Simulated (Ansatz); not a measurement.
An Ansatz (a quantum-chemistry and plane-wave program) run. Input:

Ansatz 0.2 input:
```yaml
crystal:
  lattice:
    - [4.3473817865, 0.0, 0.0]
    - [0.0, 4.3473817865, 0.0]
    - [0.0, 0.0, 6.146715345]
  atoms:
    - { symbol: Te, position: [0.5, 0.5, 0.0] }
    - { symbol: Pb, position: [0.0, 0.0, 0.0] }
    - { symbol: Pb, position: [0.5, 0.5, 0.5] }
    - { symbol: S, position: [0.0, 0.0, 0.5] }
kpoints:
  mp_grid: { grid: [10, 10, 7] }
hamiltonian:
  xc: lda
  pseudopotentials: { kind: paw }
scf:
  occupations: { method: fermi_dirac, width: 0.1 }
phonons:
  method: dfpt
  response_accuracy: low
  eigenvectors: true
  rigid_motions: translations
```

Output (shortened):

```
Pseudopotential: Te, paw, valence charge 16
Pseudopotential: Pb, paw, valence charge 14
Pseudopotential: S, paw, valence charge 6
Functional definition: SPW92
Crystal: 4 atoms, lattice volume = 116.171 Å³
Basis set: ecut = 420 eV, 2277 PW (Γ), exchange–correlation on 60×60×90 points (8 copies of the dense FFT grid, shifted against one another)
Bands: 30, of which v1, the nominal top of the filled ones, is band 25 counted from 1 (24 counted from 0)
Symmetry: 16 space group operations
k-points: 144 of 700 (irreducible under 8 space group operations)
SCF iter   1: F=—  HF=-30902.876973 eV  |F-HF|=—  |Δ(HF+E_count)|=         —  Δρ=5.77e-3  dr2=5.81e-2  ethr=1.77e-3  ⟨swp⟩=7.5  Hψ=20680  notcnv=0
preconditioner: auto → Resta (q_TF=auto, 2.371 Å⁻¹)
SCF iter   2: F=—  HF=-30902.860606 eV  |F-HF|=—  |Δ(HF+E_count)|=   1.64e-2  Δρ=2.46e-3  dr2=4.24e-3  ethr=1.16e-4  ⟨swp⟩=1.9  Hψ=5926  notcnv=0
preconditioner: auto → Kerker (q_TF=auto, 2.371 Å⁻¹)
SCF iter   3: F=—  HF=-30902.859131 eV  |F-HF|=—  |Δ(HF+E_count)|=   1.48e-3  Δρ=8.93e-4  dr2=6.12e-4  ethr=8.48e-6  ⟨swp⟩=2.5  Hψ=7500  notcnv=0
SCF iter   4: F=—  HF=-30902.858949 eV  |F-HF|=—  |Δ(HF+E_count)|=   1.82e-4  Δρ=1.98e-4  dr2=4.88e-5  ethr=1.22e-6  ⟨swp⟩=2.3  Hψ=6845  notcnv=0
SCF iter   5: F=—  HF=-30902.858943 eV  |F-HF|=—  |Δ(HF+E_count)|=   5.93e-6  Δρ=3.47e-5  dr2=1.56e-6  ethr=9.77e-8  ⟨swp⟩=2.0  Hψ=5538  notcnv=0
SCF iter   6: F=—  HF=-30902.858942 eV  |F-HF|=—  |Δ(HF+E_count)|=   1.34e-6  Δρ=9.31e-6  dr2=1.36e-7  ethr=3.12e-9  ⟨swp⟩=2.0  Hψ=7790  notcnv=0
SCF iter   7: F=—  HF=-30902.858942 eV  |F-HF|=—  |Δ(HF+E_count)|=   4.28e-9  Δρ=2.78e-6  dr2=2.74e-8  ethr=2.71e-10  ⟨swp⟩=2.0  Hψ=7897  notcnv=0
SCF iter   8: F=—  HF=-30902.858942 eV  |F-HF|=—  |Δ(HF+E_count)|=   6.40e-9  Δρ=1.26e-6  dr2=5.09e-9  ethr=5.48e-11  ⟨swp⟩=3.0  Hψ=7445  notcnv=0
SCF iter  11: F=-30902.858942 eV  HF=-30902.858942 eV  |F-HF|=0.00e0  |Δ(HF+E_count)|=  3.64e-12  Δρ=4.17e-8  dr2=2.36e-12  ethr=1.00e-12  ⟨swp⟩=7.2  Hψ=20945  notcnv=0
SCF 1 converged in 11 iterations: F = -30902.858942 eV  dr2 = 2.36e-12
DFPT response loops at Γ: preconditioner auto → Kerker (q_TF=auto, 2.371 Å⁻¹) (partly filled bands, converged f_vac=0.002) …
SCF converged after 11 iterations
Free energy (F): -30902.858942 eV
Harris-Foulkes:  -30902.858942 eV  (|F-HF|=0.00e0)
Internal energy: -30902.853131 eV  (E = F + TS)
E sigma→0 (E₀):  -30902.856036 eV
Entropy (-TS):   -0.005811 eV (-1.453 meV/atom)
Fermi energy:    8.840836 eV
--- Per-component energies (eV) ---
  E_band       = -370.440719
  E_kinetic    = 865.661159
  E_local      = -3726.218723  (includes V_loc(G=0)·N_el)
  E_nonlocal   = 433.091260
  E_hartree    = 1786.782894
  E_xc         = -659.907847
  E_vxc        = -461.346900  (∫ρ·V_xc dr)
  E_paw        = -25280.415580  (= ΣΔE_a)
  E_vpaw       = -1055.193178  (= ΣTr[D̂ρ^β])
  E_aug_tail   = -0.000135  (compensation charges beyond the density's cutoff)
  E_ewald      = -4322.522589
  E_core_change = 0.676432  (= ΣΔE_core)
  E_smearing   = -0.005811  (= −TS)
  E_closure    = 0.000000  (closes the sum)
  Σ components = -30902.858942   (vs F -30902.858942, Δ=0.00e0)
  [band-id]    e_kinetic+e_local+e_nonlocal+2·e_hartree+e_vxc+e_vpaw+e_augmentation_tail = -370.440730   (vs E_band -370.440719, Δ=-1.05e-5)
--- Band table (eV; the first three rows and the last of 144) ---
  k-point 0: bands = ["-27.7304", "-27.7292", "-27.7185", "-27.7169", "-27.7169", "-8.1508", "-8.0526", "-8.0479", "-8.0260", "-8.0220", "-8.0220", "-8.0112", "-7.9839", "-7.9745", "-7.9745", "-4.3098", "-2.5748", "1.2166", "3.0200", "3.6451", "5.4752", …
  k-point 1: bands = ["-27.7304", "-27.7292", "-27.7185", "-27.7169", "-27.7169", "-8.1431", "-8.0524", "-8.0475", "-8.0294", "-8.0201", "-8.0201", "-8.0116", "-7.9841", "-7.9767", "-7.9767", "-4.2493", "-2.6959", "1.1433", "2.8042", "4.0770", "5.5358", …
  k-point 2: bands = ["-27.7302", "-27.7292", "-27.7185", "-27.7169", "-27.7169", "-8.1228", "-8.0518", "-8.0464", "-8.0400", "-8.0150", "-8.0150", "-8.0126", "-7.9847", "-7.9826", "-7.9826", "-4.0697", "-3.0086", "1.0684", "2.4045", "5.0915", "5.7088", …
  k-point 143: bands = ["-27.7299", "-27.7293", "-27.7172", "-27.7172", "-27.7163", "-8.1652", "-8.0593", "-8.0591", "-8.0191", "-8.0191", "-8.0016", "-7.9979", "-7.9979", "-7.9877", "-7.9634", "-2.8112", "-2.0002", "0.5315", "0.5559", "4.0433", "4.0433", …
--- Phonons (Γ-DFPT): 8 representative perturbations + reference, on 144 of 700 k-points (Σ response iterations 24) ---
  ASR residual: 2.197e-4 → 0.000e0 eV/Å²; symmetrization residual: 9.645e-5 eV/Å²
  ASR residual per site (eV/Å²): 2.20e-4 6.78e-5 1.22e-4 5.99e-5
  Γ frequencies (cm⁻¹): -65.82 -65.32 -65.32 0.00 0.00 0.00 49.54 49.54 80.76 97.88 97.88 101.77
  non-analytic LO–TO correction: not included (Born effective charges unavailable; polar crystals: no LO–TO splitting at Γ)
```

Cost: around 7 core-minutes (rough) on shared cores.

Space group P4/mmm. The first step of the workflow began from a Materials Project structure, measured or hypothetical; the Crystallography Open Database copy checked does not list it. With Te and S taken as one species the cell has the higher symmetry Fm-3m, so it may be an ordered model of a mixed-site phase. Whether it is the stable phase at ambient conditions was not checked. Symmetry was held in the LDA relaxation. At this level the phase is dynamically unstable (imaginary phonons). As this level gives no gap, phonon frequencies hold no LO–TO term and depend on the k-mesh and smearing (Fermi–Dirac, 0.1 eV here). Spin–orbit coupling is left out wherever it is not named.

Potentials: the later of the program's two PAW sets.

Ansatz is a plane-wave DFT program.
